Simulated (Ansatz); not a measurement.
A trial structure of La3N2 was built thus: random cell by space group and Wyckoff sites (Cmmm, No. 65). Lengths were set from tabulated atomic sizes, so they are only a guess.

```
CELL_PARAMETERS angstrom
2.78152 -4.13335 0.00000
2.78152 4.13335 0.00000
0.00000 0.00000 4.98288
ATOMIC_POSITIONS crystal
La 0.31064 0.68936 0.50000
La 0.68936 0.31064 0.50000
La 0.00000 0.00000 0.00000
N 0.36065 0.36065 0.00000
N 0.63935 0.63935 0.00000
```

Computed with DFT PBE, scalar-relativistic, plane waves, PAW (Ansatz). Cutoff 420 eV, Gaussian smearing, Γ-centred meshes. Cell and atoms relax first on a coarse mesh and then on a finer one. In between, the cell is made exact in the group found at 0.06 Å. In metals the finer mesh still leaves noise of several meV/atom or more. The steps can't lower the symmetry of their start. No spin polarisation.

A guess keeps its type if space group and coordination stay and the shape of the cell changes little (axis ratios within about 15 %, angles within 6°); the volume may change.

Task: Will the relaxed cell still be of the starting type?

Result: It doesn't keep its type. The symmetry stays Cmmm (No. 65). The volume per atom grows by 13.5 %, from 22.9 to 26.0 Å³. The shortest distance goes from 1.55 Å (N–N) to 1.37 Å (N–N). Counting neighbours within 15 % of an atom's shortest distance, the start has La 2/7, N 1 and the end La 2/4, N 1. In detail, at the end La on a site of symmetry m2m has 4 N at 2.60 Å; La on a site of symmetry mmm has 2 N at 2.39 Å; around N lie 1 N at 1.37 Å, 1 La at 2.39 Å and 4 La at 2.60 Å.

```
La N
1.0
     3.07695   -5.65346    0.00000
     3.07695    5.65346    0.00000
     0.00000    0.00000    3.73942
La N
3 2
Direct
  0.35251 0.64749 0.50000
  0.64749 0.35251 0.50000
  0.00000 0.00000 0.00000
  0.38838 0.38838 0.00000
  0.61162 0.61162 0.00000
```

Formation energies are uncorrected and refer to the elements' standard structures at the same level (N₂ as a molecule).

Task: At what energy does it end?

Result: −0.66 eV/atom.

The last run used an 8×8×10 mesh (in the run's order of axes) for its 5-atom cell and Gaussian smearing of 0.10 eV. An odd number of electrons in the primitive cell allows no gap without spin; a larger cell or a magnetic state could open one. The cell is a metal run without spin; a magnetic state may lie lower. A later test with randomly moved atoms came back to the same energy, though modes that don't fit the test's cell weren't probed. Another cell of La3N2 relaxed alike, in Immm, lies 0.35 eV/atom lower, so this cell isn't the stable form at this level.

In counts of neighbours, a slash parts the counts of unlike sites.
